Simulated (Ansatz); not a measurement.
LiCl:
```
LiCl
1.0
    0.00000     2.57514     2.57514
    2.57514     0.00000     2.57514
    2.57514     2.57514     0.00000
Li Cl
1 1
Cartesian
  0.00000   0.00000   0.00000
  2.57514   2.57514   2.57514
```

Relaxed with PBE.

Q: Map the electron localisation function on the plane through (0.000, 0.000, 0.000) spanned by u = [1, 0, 0] and v = [0, 1, -1] in lattice vectors, from plane-wave PAW PBE (Ansatz code).

A: x is the fraction of u, y of v (the angle between them is 90°; rows are the nearest grid lines); atoms in the plane: Li at (0.00, 0.00), Cl at (0.50, 0.50).
```
y \ x   0.000  0.111  0.167  0.278  0.389  0.444  0.556  0.611  0.722  0.833  0.889   1.00
------  -----  -----  -----  -----  -----  -----  -----  -----  -----  -----  -----  -----
1.00    0.999  0.974  0.229  0.016  0.042  0.044  0.044  0.042  0.016  0.229  0.974  0.999
0.944   0.995  0.845  0.104  0.029  0.095  0.103  0.103  0.095  0.029  0.104  0.845  0.995
0.833   0.216  0.022  0.017  0.451  0.687  0.713  0.713  0.687  0.451  0.017  0.022  0.216
0.778   0.011  0.020  0.127  0.717  0.820  0.833  0.833  0.820  0.717  0.127  0.020  0.011
0.667   0.035  0.293  0.626  0.854  0.873  0.855  0.855  0.873  0.854  0.626  0.293  0.035
0.611   0.042  0.371  0.687  0.869  0.834  0.750  0.750  0.834  0.869  0.687  0.371  0.042
0.556   0.044  0.404  0.713  0.871  0.750  0.507  0.507  0.750  0.871  0.713  0.404  0.044
0.444   0.044  0.404  0.713  0.871  0.750  0.507  0.507  0.750  0.871  0.713  0.404  0.044
0.389   0.042  0.371  0.687  0.869  0.834  0.750  0.750  0.834  0.869  0.687  0.371  0.042
0.333   0.035  0.293  0.626  0.854  0.873  0.855  0.855  0.873  0.854  0.626  0.293  0.035
0.222   0.011  0.020  0.127  0.717  0.820  0.833  0.833  0.820  0.717  0.127  0.020  0.011
0.167   0.216  0.022  0.017  0.451  0.687  0.713  0.713  0.687  0.451  0.017  0.022  0.216
0.0556  0.995  0.845  0.104  0.029  0.095  0.103  0.103  0.095  0.029  0.104  0.845  0.995
0.000   0.999  0.974  0.229  0.016  0.042  0.044  0.044  0.042  0.016  0.229  0.974  0.999
```

The density is the valence pseudo-density with augmentation charge, so density and ELF within about 1 Å of a nucleus are not all-electron values.

Space group Fm-3m (rock salt). Symmetry was held in the PBE relaxation; phonons on a q-mesh show no instability.

Potentials: the later of the program's two PAW sets.
